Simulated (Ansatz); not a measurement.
Ru:
```cif
data_Ru2
_chemical_formula_sum 'Ru2'
_space_group_name_H-M_alt 'P 1'
_space_group_IT_number 1
_cell_length_a 2.70476
_cell_length_b 2.70476
_cell_length_c 4.26609
_cell_angle_alpha 90.000
_cell_angle_beta 90.000
_cell_angle_gamma 120.000
loop_
_space_group_symop_operation_xyz
  'x, y, z'
loop_
_atom_site_label
_atom_site_type_symbol
_atom_site_fract_x
_atom_site_fract_y
_atom_site_fract_z
_atom_site_occupancy
Ru1 Ru 0.33333 0.66667 0.25000 1
Ru2 Ru 0.66667 0.33333 0.75000 1
```

Relaxed with r²SCAN.

Task: Decompose the optical modes at the zone centre into irreducible representations, and say which are infrared and Raman allowed.

Result: Point group 6/mmm: Γ_opt = B1g + E2g. Infrared: none. Raman: E2g.

Task: Assign frequencies (DFPT, r²SCAN in the plane-wave PAW code Ansatz).

Result: E2g 196, B1g 256 cm⁻¹.

Subscripts of B labels follow the axes of the standard setting.

Space group P6_3/mmc (hcp (Mg type)). The r²SCAN relaxation kept the symmetry of its start; of distortions, only those at the zone centre were tested. The run is not spin-polarised. As this level gives no gap, phonon frequencies hold no LO–TO term and depend on the k-mesh and smearing (Fermi–Dirac, 0.1 eV here).

Potentials: the earlier of the program's two PAW sets.
